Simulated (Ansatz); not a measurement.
InAg₃: stiffness from a series of strains

```xyz
4
Lattice="4.1440 0.0000 0.0000 0.0000 4.1440 0.0000 0.0000 0.0000 4.1440" Properties=species:S:1:pos:R:3 pbc="T T T"
In    0.0000    0.0000    0.0000
Ag    0.0000    2.0720    2.0720
Ag    2.0720    0.0000    2.0720
Ag    2.0720    2.0720    0.0000
```

Atoms are numbered in the order listed.

The cell is COD entry 1510013, as deposited and not checked against the literature; nothing was relaxed.

Spin–orbit coupling is left out, though it moves levels of the heavy atoms by tenths of an eV or more.

These are results of DFT, PBEsol, all-electron LAPW, scalar-relativistic in Ansatz 0.2.0, not measurements.

Settings: a Γ-centred 9×9×9 k mesh, Fermi–Dirac smearing of 0.05 eV, basis error target 0.5 meV/atom, no spin polarisation.

The strain is applied along the Cartesian axes of the cell as listed (the other components stay zero). Fractional coordinates are held (clamped ions).

σ is the change of stress from the unstrained cell, which is at -0.30 GPa; tension is positive, so slopes are stress–strain coefficients at that pressure. In a metal the k mesh adds noise.

Only quantities that a quadratic follows smoothly over the whole series are listed; rougher ones are left out.

```tsv
εzz	σzz (GPa)	σxx (GPa)
-0.0200	-1.86	-2.31
0.0000	0.00	0.00
0.0100	0.80	1.03
0.0200	1.63	1.96
```

(1) Fit the series and read off the stiffness at zero strain.

(2) One run, at εzz = -0.0100, is withheld. Predict its row.

Results:

(1) Least-squares fits y = p0 + p1 x + p2 x² to the rows give σzz (GPa): p1 = 86.9, p2 = -250; σxx (GPa): p1 = 107, p2 = -440. So C11 = 87 GPa and C12 = 107 GPa, which gives B = (C11 + 2 C12)/3 = 100 GPa.

(2) The fits give -0.91, -1.11; the run gave -0.86, -1.13.
